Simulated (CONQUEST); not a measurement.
Input and output of a self-consistent single point for MgO (Fm-3m, 8 atoms in the cell; from Materials Project mp-1265, changed as shown) (CONQUEST).

Computed with LDA (PW92), numerical atomic orbitals double-zeta with polarisation (the shipped basis), PseudoDojo norm-conserving potentials made for LDA in CONQUEST.

The change in words: lattice scaled by 0.97; Grid.GridCutoff: 175 Ha → 105 Ha. Reference geometry (Fm-3m):
```yaml
crystal:
  lattice:
    - [4.19400, 0.00000, 0.00000]
    - [0.00000, 4.19400, 0.00000]
    - [0.00000, 0.00000, 4.19400]
  atoms:
    - { symbol: Mg, position: [0.00000, 0.00000, 0.00000] }
    - { symbol: Mg, position: [0.00000, 0.50000, 0.50000] }
    - { symbol: Mg, position: [0.50000, 0.00000, 0.50000] }
    - { symbol: Mg, position: [0.50000, 0.50000, 0.00000] }
    - { symbol: O, position: [0.50000, 0.00000, 0.00000] }
    - { symbol: O, position: [0.50000, 0.50000, 0.50000] }
    - { symbol: O, position: [0.00000, 0.00000, 0.50000] }
    - { symbol: O, position: [0.00000, 0.50000, 0.00000] }
```

Reference input (self-consistent single point, DFT, LDA (PW92), numerical atomic orbitals double-zeta with polarisation (the shipped basis), PseudoDojo norm-conserving potentials made for LDA): basis = DZP; Diag.MPMeshX, Y, Z = 4 4 4; potentials = PseudoDojo norm-conserving LDA; Grid.GridCutoff = 175 Ha; DM.SolutionMethod = diagon; Diag.SmearingType = 1; Diag.kT = 0.000367 Ha; Diag.GammaCentred = true; Diag.MPOrder = 0; minE.SCTolerance = 1.0e-06; SC.MaxIters = 100; SC.LinearMixingFactor = 0.5. This run's input differs from it in these lines:

```diff
@@ -15,3 +15,3 @@
 
-Grid.GridCutoff                175
+Grid.GridCutoff                105
 DM.SolutionMethod              diagon
@@ -33,5 +33,5 @@
 # file: MgO.in
-     4.194000000      0.000000000      0.000000000
-     0.000000000      4.194000000      0.000000000
-     0.000000000      0.000000000      4.194000000
+     4.068180000      0.000000000      0.000000000
+     0.000000000      4.068180000      0.000000000
+     0.000000000      0.000000000      4.068180000
 8
```

Output, abridged:

```
    new_SC_potl: Starting.  Tolerance:  0.10000E-05

    PulayMixSC: Starting Pulay mixing, A_up =  0.500 A_dn =  0.500
    PulayMixSC: Spin non-polarised calculation.
    PulayMixSC: with Kerker preconditioning, q0 =  0.100
          Harris-Foulkes Energy            :      -303.777070560460515 Ha
          (TS=0 as O(N) or entropic contribution is negligible)
          DFT Total Energy                 :      -303.264342414475891 Ha
          Total number of electrons        :        63.999999999998330
    PulayMixSC: Pulay iteration     1 residual:              0.55757E-02
   [... lines left out ...]
          (TS=0 as O(N) or entropic contribution is negligible)
          DFT Total Energy                 :      -303.564384850388365 Ha
          Total number of electrons        :        64.000061577256730
    PulayMixSC: Pulay iteration     6 residual:              0.27358E-05
          Harris-Foulkes Energy            :      -303.564384901360540 Ha
          (TS=0 as O(N) or entropic contribution is negligible)
          DFT Total Energy                 :      -303.564384901376570 Ha
          Total number of electrons        :        64.000061486471211
    PulayMixSC: Pulay iteration     7 residual:              0.68027E-07
    PulayMixSC: Reached SCF tolerance of  0.68027E-07 after      7 iterations
      | Number of electrons      =        64.000061
      |* band energy as 2Tr[K.H] =       -86.312028325212196 Ha
      |  screened ion-ion energy =      -229.165371379729777 Ha
      |  Ha correction           =        -0.119647947942483 Ha
      |  XC correction           =        12.032662816394868 Ha
      |* Harris-Foulkes energy   =      -303.564384901360540 Ha
      |* DFT total energy        =      -303.564384901376570 Ha
      |  estimated accuracy      =         0.000000000016030 Ha

    force: Forces on atoms (Ha/A )
    force:  Atom   X              Y              Z
    force:     1  -0.0000000000  -0.0000000000   0.0000000000
   [... zero for the other atoms too ...]

    force: Maximum force :        0.00000000(Ha/A ) on atom         4 in z direction
    force: Force Residual:        0.00000000 Ha/A
    force: Total stress:        -19.15034237   -19.15034237   -19.15034237 GPa
    force: Average pressure:     19.15034237 GPa

    force: Finished force
    get_E_and_F: Change in energy during last step of electronic optimisation:  0.41286E-07
```

The run converged in 7 iterations. CONQUEST prints the stress tensor with tension positive. Against the reference run the free energy rises by 43.0 meV/atom, the pressure goes from 0.16 to 19.15 GPa and the gap on the mesh goes from 4.686 to 5.680 eV.

The program uses no crystal symmetry, so grid and mesh can part values that symmetry would make equal. The atom-centred basis is finite, which shifts total energies, pressures and gaps against plane waves. This run is one point of a test of settings, so its values need not be converged; read them against the reference run alone. The structure comes from a collection of computed structures, made at another level of theory; the collection holds predicted forms beside known ones.

Cost on one core: roughly 60 core-seconds.
